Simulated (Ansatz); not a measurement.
In:
```cif
data_In2
_chemical_formula_sum 'In2'
_space_group_name_H-M_alt 'I4/mmm'
_space_group_IT_number 139
_space_group_name_Hall '-I 4 2'
_cell_length_a 3.19455
_cell_length_b 3.19455
_cell_length_c 4.99819
_cell_angle_alpha 90.000
_cell_angle_beta 90.000
_cell_angle_gamma 90.000
loop_
_atom_site_label
_atom_site_type_symbol
_atom_site_symmetry_multiplicity
_atom_site_Wyckoff_symbol
_atom_site_fract_x
_atom_site_fract_y
_atom_site_fract_z
_atom_site_occupancy
In1 In 2 a 0.00000 0.00000 0.00000 1
```
(The calculation used a cell of 1 atom; values per cell refer to that cell.)

Relaxed with PBEsol (plane waves, PAW; program Ansatz). Indices refer to the conventional cell of I4/mmm, a = b = 3.195 Å, c = 4.998 Å, α = β = γ = 90.00°.

### Question
Simulate the powder diffraction pattern (Fe Kα, λ = 1.93735 Å; lines above 1 %) up to 2θ = 90°.

### Answer
Simulated powder pattern, Fe Kα, λ = 1.93735 Å (kinematic, ideal powder, no thermal factors, no anomalous dispersion; the 30 strongest lines at most, above 1 %, up to 2θ = 90°):

```
2θ (°)  d (Å)  I/Imax (%)    hkl
------  -----  ----------  -----
42.18   2.692         100  (101)
45.61   2.499          20  (002)
50.79   2.259          30  (110)
70.63   1.676          23  (112)
74.67   1.597         9.7  (200)
81.95   1.477          15  (103)
89.69   1.374          26  (211)
```

Symmetry was held in the PBEsol relaxation. Axis ratios of metals converge slowly with the k-mesh, so a and c are less sure than the volume.

Potentials: the later of the program's two PAW sets.
